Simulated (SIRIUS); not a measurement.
A self-consistent single point of Si2W (I4/mmm, 6 atoms in the cell; from Materials Project mp-1620) with SIRIUS.

All values come from this method and carry its errors: PBE, SSSP 1.1.2 precision PBE pseudopotentials (plane waves; SIRIUS 7.12.0).

```xyz
6
Lattice="3.2147 0.0000 0.0000 0.0000 3.2147 0.0000 0.0000 0.0000 7.8021" Properties=species:S:1:pos:R:3 pbc="T T T"
Si     0.0000     0.0000     2.6136
Si     1.6074     1.6074     1.2874
Si     1.6074     1.6074     6.5146
Si     0.0000     0.0000     5.1884
W      0.0000     0.0000     0.0000
W      1.6074     1.6074     3.9010
```

Reference input (self-consistent single point, DFT, PBE, plane waves, SSSP 1.1.2 precision PBE pseudopotentials): parameters.ngridk = 8 8 4; parameters.xc_functionals = [XC_GGA_X_PBE, XC_GGA_C_PBE]; parameters.gk_cutoff = 9.487 1/bohr; parameters.pw_cutoff = 30 1/bohr; parameters.smearing = fermi_dirac; parameters.smearing_width = 0.00183747 Ha; potentials = SSSP 1.1.2 precision PBE pseudopotentials; parameters.electronic_structure_method = pseudopotential; parameters.num_bands = 26; parameters.num_mag_dims = 0; parameters.num_dft_iter = 100; parameters.energy_tol = 1e-07 Ha. This run's input differs from it in these lines:

```diff
@@ -16,3 +16,3 @@
     "pw_cutoff": 30.0,
-    "ngridk": [8, 8, 4],
+    "ngridk": [3, 3, 2],
     "smearing": "fermi_dirac",
```

Output, abridged:

```
[find] density tolerance         : 1e-06
[find] total energy tolerance    : 1e-07
[find] iter_solver_tol (initial) : 0.01
[find] iter_solver_tol (target)  : 1e-13
[find] num_dft_iter              : 100
Charges and magnetic moments
--------------------------------------------------------------------------------
total charge          : 44.000000
[find] | SCF iteration   0 out of 100|
[diagonalize] iterative solver tolerance (occupied, empty): 0.01 0.01
[diagonalize] average number of iterations: 2
[find] Charges and magnetic moments
[find] total charge          : 44.000000
[find] Energy
[find] smearing (-TS)                 :      -0.00103061
   [... lines left out ...]

[find] Charges and magnetic moments
[find] total charge          : 44.000000
[find] Energy
[find] smearing (-TS)                 :      -0.00063423
[find] Total energy                   :    -182.03796640 (Ha),    -364.07593280 (Ry)
[find] Free energy (E-TS)             :    -182.03860063 (Ha),    -364.07720126 (Ry)
[find] band gap (eV)                  :       0.00000000
[find] Efermi                         :       0.64452773
[find] iteration : 18, RMS (target) : 3.1690e-07 (1.0000e-06) , energy difference (target) : 4.5675e-09 (1.0000e-07)
[find] bands are converged : true
[find] iterative solver converged : true
[find] converged after 19 SCF iterations!
[find] Charges and magnetic moments
[find] total charge          : 44.000000
[find] Energy
[find] smearing (-TS)                 :      -0.00063423
[find] Total energy                   :    -182.03796640 (Ha),    -364.07593280 (Ry)
[find] Free energy (E-TS)             :    -182.03860063 (Ha),    -364.07720126 (Ry)
[find] band gap (eV)                  :       0.00000000
[find] Efermi                         :       0.64452773
[ground_state] === stress tensor components [kbar] ===
[ground_state] === stress_total ===
[ground_state]   -70.540061    0.000000    0.000000
[ground_state]     0.000000  -70.540061   -0.000000
[ground_state]     0.000000   -0.000000  -29.052504
[ground_state] ==== total Forces in Ha/bohr =====
[ground_state] atom:    0, force:       0.0000000      0.0000000     -0.0030167
[ground_state] atom:    1, force:       0.0000000      0.0000000      0.0030167
[ground_state] atom:    2, force:      -0.0000000     -0.0000000     -0.0030167
[ground_state] atom:    3, force:       0.0000000     -0.0000000      0.0030167
[ground_state] atom:    4, force:       0.0000000      0.0000000      0.0000000
[ground_state] atom:    5, force:       0.0000000      0.0000000      0.0000000
```

The run converged in 19 iterations. SIRIUS prints the stress tensor with tension positive. Against the reference run the free energy goes up by 85.6 meV/atom, the pressure goes from 4.28 to 5.67 GPa and the largest force goes from 0.098 to 0.155 eV/Å.

This run is one point of a test of settings, so its values need not be converged; read them against the reference run alone. The structure comes from a collection of computed structures, made at another level of theory; the collection holds predicted forms beside known ones. No clean gap shows at this smearing width and mesh (spacing up to 0.65 Å⁻¹); the mesh is coarse for partly filled bands, so the values carry mesh errors.

Cost on one core: about 2.2 core-minutes (a rough figure).
